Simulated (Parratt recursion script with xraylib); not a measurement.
## X-ray reflectivity, Kiessig fringes on Si: a table of runs and one to predict

Simulated, not measured: specular X-ray reflectivity, Parratt recursion, Névot-Croce roughness, xraylib tables (Parratt recursion script with xraylib 4.3.0).

Photon energy 17.479 keV (λ = 0.7093 Å), s polarisation. The grazing angle θ is scanned from 0.05° to 0.92° in 900 evenly spaced points, and the curve is smoothed with a Gaussian of 0.004° full width. A minimum is a scan point below both neighbours, placed by a parabola through ln R at the three points.

Each run is one film on Si (density 2.313 g/cm³, δ = 1.576 × 10⁻⁶, rms roughness 3.3 Å) under vacuum. The film surface has an rms roughness of 3 Å in all runs. The refractive index is n = 1 − δ + iβ. The table lists all minima between 0.3 and 0.7°.

```
run  film  thickness d (Å)  density (g/cm³)  δ (10⁻⁶)  β (10⁻⁶)             minima at θ (°)
---  ----  ---------------  ---------------  --------  --------  --------------------------
A      Rh              200           10.538     6.108    0.1381  0.365, 0.453, 0.546, 0.642
B      Rh              200            8.679     5.030    0.1137  0.355, 0.446, 0.540, 0.637
C      Rh              250           10.538     6.108    0.1381                           ?
```

Densities are inputs, not measurements. They were set from computed cells of the Materials Project: Rh from entry mp-74 (Fm-3m, 12.398 g/cm³, taken at 70 and 85 %); Si from entry mp-149 (Fd-3m, 2.313 g/cm³). A layer's crystal structure does not enter its constants, only its composition and density.

How many minima does run C have between 0.3 and 0.7°, and where?

Inside a film the fringe order is m = (2d/λ)(sin²θ − 2δ)^½, with the film's own δ. Where the film's δ lies above the substrate's, its two faces reflect with opposite signs, and minima are expected at whole m.

- Run A, δ above the substrate's: the minima give m = 3.00, 4.00, 5.00, 6.00.
- Run B, δ above the substrate's: the minima give m = 3.00, 4.01, 5.00, 6.01.

In run C the film's δ lies above the substrate's, so take whole m. The window runs from m = 2.75 to 8.25 and holds m = 3, 4, 5, 6, 7, 8. Then sin²θ = 2δ + (mλ/2d)² gives θ = 0.316, 0.382, 0.453, 0.527, 0.603, 0.680°.

The run has 6 minima, at 0.316, 0.382, 0.453, 0.527, 0.603, 0.681°. The largest distance from one of them to an estimated minimum is 0.001°, against a mean spacing of 0.073°.
